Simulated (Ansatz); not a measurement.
Structures of Ba2F3: which is lowest?

Plane-wave DFT in Ansatz with scalar-relativistic PAW potentials, cutoff 420 eV, Γ-centred meshes chosen by cell and gap, Gaussian smearing with energies taken to zero width. Every cell was relaxed (cell and atoms) in a run of its own, within the symmetry of its start. Functional: PBE.

Relaxed structures (starts from databases or built by putting these elements on another compound's sites):
A. P-3m1, 5 atoms in the computed cell, a = 4.476 Å, c = 7.818 Å; sites (symmetry × multiplicity) Ba 3m. × 2, F -3m. × 1 + 3m. × 2; start: built
B. R-3c, 10 atoms in the computed cell, a = 6.979 Å, c = 17.600 Å; sites (symmetry × multiplicity) Ba 3. × 12, F .2 × 18; start: built

Question: Rank them by energy. Could pressure change the order?

Answer:
```tsv
structure	group	E − E(lowest) (meV/atom)	V (Å³/atom)	gap on mesh (eV)
A	P-3m1	0.0	27.13	0.00
B	R-3c	100	24.74	0.00
```

A is lowest, 100 meV/atom under B. B is denser by 2.39 Å³/atom, so pressure favours it: ΔE/ΔV, with ΔE in eV and 1 eV/Å³ = 160.2 GPa, gives about 7 GPa for equal enthalpy if both cells were rigid, a rough figure since the two compress differently. Other structures may lie lower than all of these, and vibrations aren't counted.

Spin-orbit coupling is left out, which matters for the bands of heavy elements. Spin polarisation was left out, and a magnetic state may lie lower.